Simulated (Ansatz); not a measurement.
Magnetic orders of CoO

Level of theory: DFT PBEsol+U, scalar-relativistic, plane waves, PAW in Ansatz 0.2.0.

```
Co O
1.0
     0.00000    2.17448    2.17448
     2.17448    0.00000    2.17448
     2.17448    2.17448    0.00000
Co O
1 1
Direct
  0.00000 0.00000 0.00000
  0.25000 0.25000 0.25000
```

* plane-wave cutoff: 420 eV
* Γ-centred k-mesh: 16×16×16
* occupation rule: Gaussian smearing, 0.05 eV
* U_eff on Löwdin-orthogonalised atomic d orbitals: Co 5 eV
* list of starting moments (μB, in atom order): 3 0
* check for lower electronic states after the SCF: on

All runs keep this geometry, which isn't relaxed for the lowest state (largest force there 0.401 eV/Å, pressure 28.2 GPa) and needn't be a stable compound; relaxing each order would shift the differences by some 63 meV/atom, going by the pressures and a bulk modulus of about 150 GPa. A propagation vector, in units of the reciprocal vectors, doubles the cell, which takes an equally dense mesh. Site moments are spin moments in atom-centred spheres that scale with the neighbour distance. The states are those that the runs reached from these starts; a lower one can exist.

Problem. Order the starts by the energy of the state that they reach, lowest first.
A. ferromagnetic
B. antiferromagnetic, doubled cell, propagation vector (0, 0, 1/2)

Solution. B (0.00 meV/atom), A (69.1 meV/atom).

| start | ends | energy above lowest (meV/atom) | site moments (μB) | gap on mesh (eV) | P (GPa) |
| --- | --- | --- | --- | --- | --- |
| ferromagnetic | ferromagnetic | 69.1 | Co +2.40, O +0.21 | 0.43 | 33.0 |
| antiferromagnetic, doubled cell, propagation vector (0, 0, 1/2) | antiferromagnetic | 0.00 | Co +2.32, O +0.10, Co -2.32, O -0.10 | 1.12 | 28.2 |

Cost: 2 runs of about 4.3 core-minutes in all, on Intel Xeon Processor @ 2.70GHz (shared hosts).